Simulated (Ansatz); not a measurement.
**SiCl5 (P-62m)**

The calculation used Ansatz 0.2.0, DFT PBE, scalar-relativistic, plane waves, PAW.

Plane waves to 420 eV, a k mesh through Γ of 6×6×8 on the computed 6-atom cell and Gaussian smearing (0.10 eV); no spin polarisation.

The structure is relaxed at this level of theory with its symmetry kept, and needn't be the ground state of this composition.

```
CELL_PARAMETERS angstrom
6.38298 0.00000 0.00000
-3.19149 5.52783 0.00000
0.00000 0.00000 5.75379
ATOMIC_POSITIONS crystal
Si 0.00000 0.00000 0.00000
Cl 0.33333 0.66667 0.50000
Cl 0.66667 0.33333 0.50000
Cl 0.30601 0.00000 0.00000
Cl 0.00000 0.30601 0.00000
Cl 0.69399 0.69399 0.00000
```

```json
{
  "Space group": "P-62m (No. 189)",
  "Volume per atom": "33.84 Å³",
  "Formation energy from the elements' standard states (uncorrected)": "-0.365 eV/atom",
  "Kohn–Sham band gap": "none (metal)",
  "Density of states at the Fermi level": "16.3 states/eV per cell",
  "Orbital (Löwdin) character within 0.5 eV of the Fermi level": "Cl 3p 99 %",
  "Bader charge by site (e)": "Si (1 in the cell) 2.79, Cl (2 in the cell) -0.43, Cl (3 in the cell) -0.65"
}
```

The cell holds layers, chains or molecules and no dispersion correction was added, so their binding is poorly described. Spin polarisation was left out, and a magnetic state may lie lower.

The cell was found from a structure generator's guess, not taken from experiment. Löwdin shares on free-atom orbitals overweight diffuse shells.
